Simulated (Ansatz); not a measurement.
Hf:
```cif
data_Hf2
_chemical_formula_sum 'Hf2'
_space_group_name_H-M_alt 'P 1'
_space_group_IT_number 1
_cell_length_a 3.19810
_cell_length_b 3.19810
_cell_length_c 5.04567
_cell_angle_alpha 90.000
_cell_angle_beta 90.000
_cell_angle_gamma 120.000
loop_
_space_group_symop_operation_xyz
  'x, y, z'
loop_
_atom_site_label
_atom_site_type_symbol
_atom_site_fract_x
_atom_site_fract_y
_atom_site_fract_z
_atom_site_occupancy
Hf1 Hf 0.33333 0.66667 0.75000 1
Hf2 Hf 0.66667 0.33333 0.25000 1
```

Relaxed with r²SCAN.

Q: Which orbitals make up the states near the Fermi level in plane-wave PAW r²SCAN (Ansatz code)?

A: Within 0.5 eV of the Fermi level: Hf 5d 88 %, outside the projected shells 6 %. Projections are on Löwdin-orthogonalised atomic valence shells; empty p or d shells of many metals are not among them.

Q: Tabulate the density of states.

A: States/eV per cell of 2 atoms, in 0.25 eV bins, energy from the Fermi level.

```
E (eV)  total  Hf 5d  Hf 6s  Hf 5p
------  -----  -----  -----  -----
-7.85    0.00   0.00   0.00   0.00
-7.60    0.05   0.00   0.05   0.00
-7.35    0.10   0.00   0.09   0.00
-7.10    0.13   0.00   0.12   0.00
-6.85    0.16   0.00   0.15   0.00
-6.60    0.19   0.01   0.17   0.00
-6.35    0.21   0.01   0.19   0.00
-6.10    0.24   0.01   0.22   0.01
-5.85    0.28   0.02   0.24   0.01
-5.60    0.31   0.03   0.26   0.01
-5.35    0.35   0.05   0.28   0.01
-5.10    0.39   0.07   0.30   0.01
-4.85    0.45   0.10   0.32   0.01
-4.60    0.52   0.15   0.35   0.01
-4.35    0.61   0.22   0.37   0.01
-4.10    0.76   0.34   0.39   0.02
-3.85    1.15   0.67   0.44   0.02
-3.60    1.40   0.93   0.43   0.02
-3.35    1.29   0.91   0.34   0.02
-3.10    1.28   0.95   0.29   0.02
-2.85    1.49   1.20   0.25   0.02
-2.60    1.59   1.35   0.20   0.02
-2.35    1.62   1.44   0.14   0.02
-2.10    1.89   1.75   0.09   0.03
-1.85    1.42   1.31   0.06   0.02
-1.60    1.94   1.78   0.07   0.03
-1.35    2.37   2.15   0.11   0.04
-1.10    2.88   2.54   0.16   0.04
-0.85    3.18   2.86   0.14   0.04
-0.60    1.50   1.35   0.06   0.02
-0.35    1.18   1.05   0.05   0.01
-0.10    1.17   1.02   0.05   0.01
0.15     1.59   1.39   0.06   0.01
0.40     3.08   2.75   0.14   0.02
0.65     3.12   2.74   0.16   0.02
0.90     3.31   2.82   0.19   0.02
1.15     2.89   2.43   0.17   0.01
1.40     2.56   2.32   0.11   0.01
1.65     2.71   2.53   0.07   0.01
1.90     2.66   2.52   0.05   0.01
2.15     1.69   1.60   0.02   0.01
2.40     1.26   1.20   0.02   0.00
2.65     1.20   1.15   0.01   0.00
2.90     1.21   1.16   0.01   0.00
3.15     1.19   1.14   0.01   0.00
3.40     1.18   1.13   0.02   0.00
3.65     1.19   1.14   0.02   0.00
3.90     1.21   1.15   0.03   0.00
4.15     1.24   1.17   0.04   0.00
4.40     1.30   1.21   0.05   0.00
4.65     1.44   1.32   0.06   0.00
```

Space group P6_3/mmc (hcp (Mg type)). The r²SCAN relaxation kept the symmetry of its start. The run is not spin-polarised. Spin–orbit coupling is left out wherever it is not named.

Potentials: the later of the program's two PAW sets.
